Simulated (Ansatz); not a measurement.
Input and steps of a relaxation of cell and atoms on B3As2N as one 6-atom ordering (I-4m2) on the zincblende lattice (the plane-wave code Ansatz, r2SCAN). It starts from the PBE minimum.

```yaml
crystal:
  lattice:
    - [-1.5758429072, 1.5758429072, 6.6799592449]
    - [1.5758429072, -1.5758429072, 6.6799592449]
    - [1.5758429072, 1.5758429072, -6.6799592449]
  atoms:
    - { symbol: "N", position: [0.0, 0.0, 0.0] }
    - { symbol: B, position: [0.5631565995, 0.0631565995, 0.5] }
    - { symbol: As, position: [0.6573305226, 0.6573305226, 0.0] }
    - { symbol: B, position: [0.25, 0.75, 0.5] }
    - { symbol: As, position: [0.3426694774, 0.3426694774, 0.0] }
    - { symbol: B, position: [0.9368434005, 0.4368434005, 0.5] }
kpoints:
  mp_grid: { grid: [10, 10, 10] }
hamiltonian:
  xc: r2scan
scf:
  occupations: { method: fermi_dirac, width: 0.02 }
relax:
  f_tol: 0.005
  cell: {}
output:
  write_density: true
  write_potential: true
  elf: true
  volumetric_format: npy
```

The trajectory has 6 recorded frames, each with positions in Å and forces in eV/Å. Some frames, the last among them, repeat a geometry solved again on a basis re-selected at its cell; pressure is positive in compression.

Step 1: energy 0.0 meV/atom from step 1, largest force component 0.225 eV/Å, pressure -2.42 GPa
```xyz
6
Lattice="-1.5758 1.5758 6.6800 1.5758 -1.5758 6.6800 1.5758 1.5758 -6.6800" Properties=species:S:1:pos:R:3:forces:R:3 pbc="T T T"
N     0.0000    0.0000    0.0000    0.0000    0.0000    0.0000
B     0.0000    1.5758    0.8438    0.0000    0.0000    0.2247
As    0.0000    0.0000    8.7819    0.0000    0.0000   -0.0161
B     1.5758    0.0000    3.3400    0.0000    0.0000    0.0000
As    0.0000    0.0000    4.5780    0.0000    0.0000    0.0161
B     0.0000    1.5758    5.8362    0.0000    0.0000   -0.2247
```

Step 2: energy -1.3 meV/atom from step 1, largest force component 0.037 eV/Å, pressure -0.67 GPa
```xyz
6
Lattice="-1.5727 1.5727 6.6476 1.5727 -1.5727 6.6476 1.5727 1.5727 -6.6476" Properties=species:S:1:pos:R:3:forces:R:3 pbc="T T T"
N     0.0000    0.0000    0.0000    0.0000    0.0000    0.0000
B     0.0000    1.5727    0.8467    0.0000    0.0000    0.0354
As    0.0000    0.0000    8.7421    0.0000    0.0000   -0.0365
B     1.5727    0.0000    3.3238    0.0000    0.0000    0.0000
As    0.0000    0.0000    4.5530    0.0000    0.0000    0.0365
B     0.0000    1.5727    5.8009    0.0000    0.0000   -0.0354
```

**Question.** Estimate where the relaxation ends.

**Answer.**
Step 3: energy -1.4 meV/atom from step 1, largest force component 0.017 eV/Å, pressure +0.04 GPa
```xyz
6
Lattice="-1.5702 1.5702 6.6427 1.5702 -1.5702 6.6427 1.5702 1.5702 -6.6427" Properties=species:S:1:pos:R:3:forces:R:3 pbc="T T T"
N     0.0000    0.0000    0.0000    0.0000    0.0000    0.0000
B     0.0000    1.5702    0.8465    0.0000    0.0000   -0.0094
As    0.0000    0.0000    8.7343    0.0000    0.0000    0.0172
B     1.5702    0.0000    3.3214    0.0000    0.0000    0.0000
As    0.0000    0.0000    4.5511    0.0000    0.0000   -0.0172
B     0.0000    1.5702    5.7962    0.0000    0.0000    0.0094
```

Step 4: energy -1.4 meV/atom from step 1, largest force component 0.003 eV/Å, pressure +0.01 GPa
```xyz
6
Lattice="-1.5707 1.5707 6.6393 1.5707 -1.5707 6.6393 1.5707 1.5707 -6.6393" Properties=species:S:1:pos:R:3:forces:R:3 pbc="T T T"
N     0.0000    0.0000    0.0000    0.0000    0.0000    0.0000
B     0.0000    1.5707    0.8458    0.0000    0.0000    0.0025
As    0.0000    0.0000    8.7302    0.0000    0.0000    0.0014
B     1.5707    0.0000    3.3197    0.0000    0.0000    0.0000
As    0.0000    0.0000    4.5484    0.0000    0.0000   -0.0014
B     0.0000    1.5707    5.7936    0.0000    0.0000   -0.0025
```

Step 5: energy -1.4 meV/atom from step 1, largest force component 0.001 eV/Å, pressure 0.00 GPa
```xyz
6
Lattice="-1.5706 1.5706 6.6409 1.5706 -1.5706 6.6409 1.5706 1.5706 -6.6409" Properties=species:S:1:pos:R:3:forces:R:3 pbc="T T T"
N     0.0000    0.0000    0.0000    0.0000    0.0000    0.0000
B     0.0000    1.5706    0.8461    0.0000    0.0000   -0.0004
As    0.0000    0.0000    8.7325    0.0000    0.0000    0.0009
B     1.5706    0.0000    3.3205    0.0000    0.0000    0.0000
As    0.0000    0.0000    4.5494    0.0000    0.0000   -0.0009
B     0.0000    1.5706    5.7948    0.0000    0.0000    0.0004
```

Step 6: energy -1.4 meV/atom from step 1, largest force component 0.001 eV/Å, pressure 0.00 GPa
```xyz
6
Lattice="-1.5706 1.5706 6.6409 1.5706 -1.5706 6.6409 1.5706 1.5706 -6.6409" Properties=species:S:1:pos:R:3:forces:R:3 pbc="T T T"
N     0.0000    0.0000    0.0000    0.0000    0.0000    0.0000
B     0.0000    1.5706    0.8461    0.0000    0.0000   -0.0004
As    0.0000    0.0000    8.7325    0.0000    0.0000    0.0009
B     1.5706    0.0000    3.3205    0.0000    0.0000    0.0000
As    0.0000    0.0000    4.5494    0.0000    0.0000   -0.0009
B     0.0000    1.5706    5.7948    0.0000    0.0000    0.0004
```

The walk took 5 steps, besides SCFs solved again on a fresh basis, and changed the volume by -1.2 %. The last SCF, on a fresh basis, lies 1.4 meV an atom below the first. At the end: the symmetry is I-4m2 (No. 119, tetragonal); conventional cell a = 3.141 Å, c = 13.282 Å, 10.92 Å³ an atom. N is surrounded by 4 B at 1.78 Å; B is surrounded by 2 N at 1.78 Å and 2 As at 2.00 Å; As is surrounded by 4 B at 1.99–2.00 Å; B is surrounded by 4 As at 1.99 Å.

Run as `ansatz run input.yaml --threads 4 --pin off --max-ram 6451MiB --backend cpu --events-out ev --progress --plain --runs-dir out`.

**Question.** It ran on 4 threads of Arm Neoverse V2 (shared host), load about 0.5 per core. About how long did it take, and how much host memory at the peak?

**Answer.** About 57 s, with a peak of 0.66 GiB.

(Calculated; spin-unpolarised; the phase may be known or hypothetical.)
